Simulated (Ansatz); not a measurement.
Computed with DFT PBE, scalar-relativistic, plane waves, PAW (Ansatz 0.2.0). All cells share a 420 eV cutoff and Γ-centred k meshes spaced at most about 0.3 Å⁻¹ (2π included). No spin polarisation in the final relaxations.

All energies are static (0 K, no zero-point motion).

Two forms of Al2B3N5 were relaxed alike.

1.

```cif
data_structure
_symmetry_space_group_name_H-M 'C2'
_symmetry_Int_Tables_number 5
_cell_length_a 13.3470
_cell_length_b 4.5637
_cell_length_c 3.2857
_cell_angle_alpha 90.000
_cell_angle_beta 104.014
_cell_angle_gamma 90.000
_cell_volume 194.18
loop_
_atom_site_label
_atom_site_type_symbol
_atom_site_symmetry_multiplicity
_atom_site_Wyckoff_symbol
_atom_site_fract_x
_atom_site_fract_y
_atom_site_fract_z
_atom_site_occupancy
Al1 Al 4 c 0.77723 0.57373 0.77668 1
B1 B 4 c 0.59422 0.60329 0.09536 1
B2 B 2 a 0.00000 0.59043 0.00000 1
N1 N 4 c 0.90673 0.41848 0.90492 1
N2 N 4 c 0.79638 0.98174 0.79564 1
N3 N 2 a 0.00000 0.92189 0.00000 1
```

2.

```cif
data_structure
_symmetry_space_group_name_H-M 'Cm'
_symmetry_Int_Tables_number 8
_cell_length_a 4.6405
_cell_length_b 14.1709
_cell_length_c 3.8313
_cell_angle_alpha 90.000
_cell_angle_beta 120.893
_cell_angle_gamma 90.000
_cell_volume 216.20
loop_
_atom_site_label
_atom_site_type_symbol
_atom_site_symmetry_multiplicity
_atom_site_Wyckoff_symbol
_atom_site_fract_x
_atom_site_fract_y
_atom_site_fract_z
_atom_site_occupancy
Al1 Al 4 b 0.60086 0.80456 0.98590 1
B1 B 4 b 0.60309 0.58723 0.00360 1
B2 B 2 a 0.61061 0.00000 0.99957 1
N1 N 4 b 0.28663 0.58448 0.99903 1
N2 N 2 a 0.28253 0.00000 0.00230 1
N3 N 4 b 0.23177 0.81687 0.01729 1
```

Question: Which is lower in energy, and by how much?

Answer: Cell 1 is lower, by 186 meV/atom. Cell 1 has space group C2 (No. 5), 9.7 Å³/atom and a gap of 2.56 eV on its mesh; cell 2 has space group Cm (No. 8), 10.8 Å³/atom and a gap of 2.65 eV. Counting N atoms around Al and B (those within 1.25 times the shortest such distance or 1.15 times the sum of covalent radii), cell 1 has Al 4, B 3 and cell 2 has Al 3, B 3. Both come from invented guesses.

No dispersion correction is applied, so the spacing and binding between layers, chains or molecules are poorly described (Cm), and this can change margins and order among such cells. Kohn–Sham gaps at this level usually fall short of measured ones. Cells relaxed within their symmetry can be saddle points.
